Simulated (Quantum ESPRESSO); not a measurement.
## Mg2Ca2F8 (convergence and cost over cutoff and k mesh)

A calculation, not a measurement. The program is pw.x of Quantum ESPRESSO 7.5 (plane-wave density functional theory). The cell is made up: 12 atoms on a fluorite lattice, with randomly drawn elements, strain and displacements, not relaxed. PseudoDojo standard norm-conserving files (v0.5 for PBE, v0.4.1 for LDA and PBEsol) set the functional; there is no spin polarisation, spin-orbit coupling or dispersion term, and the masses in the input are unused placeholders.

Input of the run in row 2:

```
&control calculation='scf', pseudo_dir='./dojo.nc.sr.pbe.v0_5.standard.upf', outdir='./o', disk_io='medium', tprnfor=.true., tstress=.true. /
&system ibrav=0, nat=12, ntyp=3, nbnd=54, ecutwfc=84.00895049, nosym=.true., tot_charge=0,
 occupations='smearing', smearing='fd', degauss=0.0018374661
/
&electrons conv_thr=7.350e-09, electron_maxstep=60, /
ATOMIC_SPECIES
Ca 1.0 Ca.upf
F 1.0 F.upf
Mg 1.0 Mg.upf
CELL_PARAMETERS angstrom
5.2973 0.0 0.0
0.0 5.2973 0.0
0.0 0.0 5.2973
ATOMIC_POSITIONS angstrom
Mg 0.1105 -0.0412 0.079
Mg 0.0073 2.7001 2.6372
Ca 2.683 -0.0497 2.6906
Ca 2.5788 2.602 0.018
F 1.246 1.2653 1.2896
F 1.3694 1.3253 3.9878
F 1.3513 3.9528 1.3615
F 1.2488 3.9236 3.855
F 3.9387 1.257 1.4437
F 4.0472 1.3349 3.927
F 3.9849 3.9865 1.3048
F 3.9625 3.8828 3.8919
K_POINTS automatic
4 4 4 1 1 1
```

The same cell was run at these settings. Meshes are shifted by half a step, and differences are from the last row, which is itself not exact.

| cutoff (eV) | k mesh | k points solved | threshold (eV) | free energy less the last row's (eV) | pressure (GPa) | largest stress difference (GPa) | largest force difference (eV/Å) | iterations | wall time (s) | k-point pools | processor |
| --- | --- | --- | --- | --- | --- | --- | --- | --- | --- | --- | --- |
| 800 | 2 x 2 x 2 | 4 | 1e-04 | 3.270 | -27.86 | 28.04 | 0.037 | 6 | 42 | 1 | AMD EPYC, Zen 5 class |
| 1143 | 4 x 4 x 4 | 32 | 1e-07 | 0.004 | 0.14 | 0.01 | 0.005 | 10 | 461 | 1 | AMD EPYC, Zen 5 class |
| 1437 | 6 x 6 x 6 | 108 | 1e-07 | 0.000 | 0.15 | 0.00 | 0.000 | 10 | 691 | 4 | AMD EPYC, older |

Each pool is one process. Wall times include start-up and a band step at six k points, which weighs most on the coarsest meshes. The runs were on shared virtual cores whose load varied, so times are rough.